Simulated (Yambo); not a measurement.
Material: Na₂CO₃ (space group C2/m, No. 12); a = b = 5.1207 Å, c = 5.9217 Å, α = β = 101.29°, γ = 61.87° (12 atoms in the cell). The geometry is that of Materials Project entry mp-3070, symmetrised and not relaxed again.

With LDA (Quantum ESPRESSO, PseudoDojo norm-conserving, 88 Ry, scalar-relativistic), the gap between the mesh's edge points ((0, 0, -0.5) → Γ) is 3.963 eV.

What does a G0W0 run in Yambo give for it (2×2×2 Γ-centred k mesh, bands 5 to 208 and a 7 Ry block in the screening, 208 bands in G with the Bruneval-Gonze terminator, plasmon pole fitted at 27.2 eV)?

The correction is 3.274 eV, giving 7.237 eV, 1.8 times the LDA value.  Nearest settings tried, and what they do to the gap: 140 bands in W, 140 bands in G: +60 meV; 6 Ry block (227 vectors against 281): -31 meV. Not varied: mesh. So the settings aren't converged at that level. The k mesh is coarse.
